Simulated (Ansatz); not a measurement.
Y₂Al₃Si₂:
```cif
data_Al3Si2Y2
_chemical_formula_sum 'Y2 Al3 Si2'
_space_group_name_H-M_alt 'P 1'
_space_group_IT_number 1
_cell_length_a 5.47075
_cell_length_b 5.47075
_cell_length_c 6.61411
_cell_angle_alpha 79.646
_cell_angle_beta 100.354
_cell_angle_gamma 136.687
loop_
_space_group_symop_operation_xyz
  'x, y, z'
loop_
_atom_site_label
_atom_site_type_symbol
_atom_site_fract_x
_atom_site_fract_y
_atom_site_fract_z
_atom_site_occupancy
Y1 Y 0.37985 0.62015 0.67803 1
Y2 Y 0.62015 0.37985 0.32197 1
Al1 Al 0.69339 0.30661 0.86795 1
Al2 Al 0.30661 0.69339 0.13205 1
Al3 Al 0.00000 0.00000 0.00000 1
Si1 Si 0.90818 0.09182 0.35861 1
Si2 Si 0.09182 0.90818 0.64139 1
```

Relaxed with r²SCAN.

Problem. Which orbitals make up the states near the Fermi level in r²SCAN (plane waves, PAW; program Ansatz)?

Solution. Within 0.5 eV of the Fermi level: Y 4d 46 %, Al 3p 24 %, Si 3p 15 %, Al 3s 7 %. Projections are on Löwdin-orthogonalised atomic valence shells; empty p or d shells of many metals are not among them.

Problem. Tabulate the density of states.

Solution. States/eV per cell of 7 atoms, in 0.25 eV bins, energy from the Fermi level.

```
E (eV)  total  Y 4d  Al 3p  Si 3p
------  -----  ----  -----  -----
-7.85    0.26  0.03   0.08   0.04
-7.60    0.37  0.04   0.09   0.10
-7.35    0.91  0.11   0.18   0.25
-7.10    1.05  0.14   0.21   0.28
-6.85    1.31  0.17   0.28   0.35
-6.60    1.71  0.20   0.38   0.45
-6.35    2.08  0.25   0.46   0.55
-6.10    2.32  0.31   0.49   0.61
-5.85    1.83  0.25   0.41   0.45
-5.60    1.34  0.19   0.32   0.33
-5.35    1.91  0.26   0.49   0.49
-5.10    2.28  0.33   0.55   0.66
-4.85    2.26  0.31   0.58   0.71
-4.60    1.99  0.28   0.49   0.64
-4.35    2.13  0.27   0.55   0.77
-4.10    2.37  0.29   0.66   0.93
-3.85    2.13  0.30   0.59   0.83
-3.60    2.27  0.35   0.63   0.90
-3.35    3.06  0.50   0.97   1.10
-3.10    3.78  0.64   1.29   1.38
-2.85    4.24  0.80   1.38   1.64
-2.60    4.01  0.79   1.49   1.38
-2.35    3.75  0.87   1.36   1.18
-2.10    3.38  0.91   1.09   1.06
-1.85    3.23  0.93   1.07   0.92
-1.60    2.98  1.05   0.94   0.68
-1.35    4.00  1.62   1.11   0.83
-1.10    3.45  1.52   0.78   0.70
-0.85    3.20  1.48   0.67   0.62
-0.60    2.44  1.10   0.58   0.42
-0.35    2.24  1.02   0.54   0.35
-0.10    2.19  1.00   0.55   0.33
0.15     1.68  0.77   0.41   0.26
0.40     1.53  0.70   0.35   0.24
0.65     1.53  0.66   0.35   0.20
0.90     2.51  1.03   0.58   0.31
1.15     4.03  1.55   0.89   0.48
1.40     4.23  1.58   0.98   0.49
1.65     4.35  1.59   0.98   0.51
1.90     4.31  1.67   0.93   0.48
2.15     3.93  1.65   0.77   0.39
2.40     3.98  1.74   0.73   0.38
2.65     4.31  1.87   0.75   0.39
2.90     4.66  2.03   0.83   0.39
3.15     4.70  2.10   0.82   0.41
3.40     4.30  1.98   0.69   0.39
3.65     5.17  2.45   0.78   0.44
3.90     5.16  2.43   0.76   0.44
4.15     5.03  2.52   0.68   0.39
4.40     5.72  2.78   0.80   0.46
4.65     6.05  2.83   0.90   0.51
```

Space group C2/m. The first step of the workflow began from a Materials Project structure, measured or hypothetical; the Crystallography Open Database files this formula in space group No. 12, but the cells were not matched. Its standing as an ambient phase is unchecked. The r²SCAN relaxation kept the symmetry of its start; its stability against distortions is not shown here. The run is not spin-polarised. Scalar-relativistic: spin–orbit coupling is off unless named, which matters more the heavier the elements.

Potentials: the later of the program's two PAW sets.
